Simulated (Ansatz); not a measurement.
## A plane-wave run on TiAu2O2

input.yaml (Ansatz 0.2.0)

```yaml
crystal:
  lattice:
    - [0.0, 2.93408872, 0.0]
    - [4.44325246, 0.0, 0.0]
    - [2.22162574, 1.46704436, -4.8271857]
  atoms:
    - { symbol: Ti, position: [0.0, 0.0, 0.0] }
    - { symbol: O, position: [0.3627, 0.8627, 0.2746] }
    - { symbol: O, position: [0.6373, 0.1373, 0.7254] }
    - { symbol: Au, position: [0.35758, 0.35758, 0.28484] }
    - { symbol: Au, position: [0.64242, 0.64242, 0.71516] }
  symmetry: { tolerance: 0.0003 }
kpoints:
  mp_grid: { grid: [8, 8, 8], shift: [0, 0, 0] }
  band_path:
    path:
      - [0.0, 0.0, 0.0]
      - [0.0, 0.0, -0.5]
      - [-0.45381845, 0.0, -0.72690923]
      - [-0.54618155, 0.0, -0.27309077]
      - [0.0, 0.0, 0.0]
      - [0.0, 0.60590683, 0.30295342]
      - [0.0, 0.39409317, -0.30295342]
      - [0.0, 0.0, -0.5]
      - [0.0, 0.0, 0.0]
      - [-0.5, 0.0, -0.5]
      - [-0.5, 0.5, -0.25]
    npoints: 6
magnetization:
  spin_polarized: false
scf:
  occupations: { method: fermi_dirac }
  lower_state_search: "off"
  max_iter: 200
hamiltonian:
  pseudopotentials: { kind: paw }
  xc: pbesol
basis:
  ecutwfc: 420
  fft_grid_basis: typed
output:
  forces: true
  stress: true
  eigenvalues: true
  bader: true
  populations: true
  elf: true
  write_potential: true
  volumetric_format: npy
  dos:
    e_range: [-12, 8]
    de: 0.05
    projected: { site_lists: { Au: [Au], O: [O], Ti: [Ti] } }
checkpoint:
  read: saved_state
```

The run starts from an earlier solution of this cell. 

Output (shortened):

```
SCF iter   1: F=—  Δρ=3.92e-3  dr2=1.48e-2
SCF iter   2: F=—  Δρ=2.09e-3  dr2=4.82e-3
SCF iter   3: F=—  Δρ=2.52e-4  dr2=8.84e-5
SCF iter   4: F=—  Δρ=6.98e-5  dr2=3.26e-6
SCF iter   5: F=—  Δρ=1.87e-5  dr2=5.23e-7
SCF iter   6: F=-29609.0849 eV  Δρ=5.44e-6  dr2=3.27e-8
Free energy (F): -29609.0849 eV
Harris-Foulkes:  -29609.0849 eV  (|F-HF|=2.04e-8)
Internal energy: -29609.0138 eV  (E = F + TS)
E sigma→0 (E₀):  -29609.0494 eV
Entropy (-TS):   -0.0711 eV (-14.220 meV/atom)
Fermi energy:    17.4666 eV
--- Forces (eV/Å), atoms counted from 1 ---
  atom   1  Ti     0.0000     0.0000     0.0000
  atom   2  O      0.0000     0.0000     1.0033
  atom   3  O      0.0000     0.0000    -1.0033
  atom   4  Au     0.0000     0.0000     0.9590
  atom   5  Au     0.0000     0.0000    -0.9590
--- Stress (GPa, compression-positive) ---
       20.1526       0.0000       0.0000
        0.0000      -0.0258       0.0000
        0.0000       0.0000      13.3761
  P = ⅓ Tr σ = 11.1676 GPa (111.676 kbar)
--- Löwdin populations: 5 sites ---
  site symbol       q [e]
     0     Ti     11.2212
     1      O      6.7265
     2      O      6.7265
     3     Au     18.4912
     4     Au     18.4912
  spilling = 0.0055 (of n_electrons = 62.0000)
```

Absolute energies hang on the potentials; compare differences alone.

Origin: a known structure type with other elements, at an estimated volume, so it need not be a known compound. Caveats: many states at the Fermi level without spin polarisation, so a magnetic state may lie lower.
